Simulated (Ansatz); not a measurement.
# Fields on a plane of NbN (space group P6_3/mmc)

```
NbN
1.0
    2.94710     0.00000     0.00000
   -1.47355     2.55227     0.00000
    0.00000     0.00000    11.08981
Nb N
4 4
Direct
  0.66667   0.33333   0.87820
  0.33333   0.66667   0.12180
  0.33333   0.66667   0.37820
  0.66667   0.33333   0.62180
  0.00000   0.00000   0.00000
  0.00000   0.00000   0.50000
  0.66667   0.33333   0.25000
  0.33333   0.66667   0.75000
```

The slice is a (1 -1 0 0) plane (indices of the conventional cell) through the point (0.667, 0.333, 0.250) (fractional), spanned by u = [110] and v = [001] in vectors of this cell: u (2.95 Å) and v (11.09 Å, at 90° to u). It covers one period; positions are fractions (u, v).

Atoms on it: Nb at (0.00, 0.63); Nb at (0.00, 0.37); N at (0.00, 0.00). Other atoms lie within 1 Å of the plane.

The numbers are results of LDA (plane waves to 420 eV, PAW, scalar-relativistic; Ansatz, a quantum-chemistry and plane-wave program), not measurements. k mesh 18×18×5. Near the nuclei the fields are pseudised (PAW); where an atom keeps semicore shells as valence, they peak there. NbN is run without spin polarisation. NbN was relaxed with its symmetry unable to fall.

| v \ u | 0.00 | 0.12 | 0.25 | 0.38 | 0.50 | 0.62 | 0.75 | 0.88 |
|---|---|---|---|---|---|---|---|---|
| 0.92 | 0.63 | 0.50 | 0.20 | 0.21 | 0.34 | 0.21 | 0.20 | 0.50 |
| 0.83 | 0.22 | 0.20 | 0.16 | 0.19 | 0.23 | 0.19 | 0.16 | 0.20 |
| 0.75 | 0.11 | 0.14 | 0.35 | 0.63 | 0.71 | 0.63 | 0.35 | 0.14 |
| 0.67 | 0.73 | 0.77 | 0.48 | 0.16 | 0.26 | 0.16 | 0.48 | 0.77 |
| 0.58 | 0.78 | 0.76 | 0.40 | 0.17 | 0.30 | 0.17 | 0.40 | 0.76 |
| 0.50 | 0.25 | 0.24 | 0.38 | 0.64 | 0.70 | 0.64 | 0.38 | 0.24 |
| 0.42 | 0.78 | 0.76 | 0.40 | 0.17 | 0.30 | 0.17 | 0.40 | 0.76 |
| 0.33 | 0.73 | 0.77 | 0.48 | 0.16 | 0.26 | 0.16 | 0.48 | 0.77 |
| 0.25 | 0.11 | 0.14 | 0.35 | 0.63 | 0.71 | 0.63 | 0.35 | 0.14 |
| 0.17 | 0.22 | 0.20 | 0.16 | 0.19 | 0.23 | 0.19 | 0.16 | 0.20 |
| 0.08 | 0.63 | 0.50 | 0.20 | 0.21 | 0.34 | 0.21 | 0.20 | 0.50 |
| 0.00 | x | x | 0.79 | 0.38 | 0.13 | 0.38 | 0.79 | x |

Values: electron localisation function (ELF). Points within 0.4 Å of a nucleus are blanked (x), as the pseudised field means little there.

```
|xxxxxx665566xxxx|
|7777330000003377|
|88660000xx000066|
|9977220000002277|
|9999774422447799|
|66778877xx778877|
|xx00116688661100|
|xxxxxx227722xxxx|
|xxxxxx005500xxxx|
|xxxxxx337733xxxx|
|0000337799773300|
|55668899xx998866|
|0000337799773300|
|xxxxxx337733xxxx|
|xxxxxx005500xxxx|
|xxxxxx227722xxxx|
|xx00116688661100|
|66778877xx778877|
|9999774422447799|
|9977220000002277|
|88660000xx000066|
|7777330000003377|
|xxxxxx665566xxxx|
|xxxxxx999999xxxx|
```
Scale: ten equal steps from 5.00 (start of '0') to 13.87 (end of '9'), in the order '0123456789'. Values: electrostatic potential energy of an electron, from the cell's mean, in eV. The map has 8 points along u (two characters each, u = 0 at the left) and 24 along v (v = 0 in the bottom row). Points within 0.9 Å of a nucleus are blanked (x), as the pseudised field means little there. Values under 5 eV are set to 5. The zero, the cell's mean, hangs on the PAW cores.
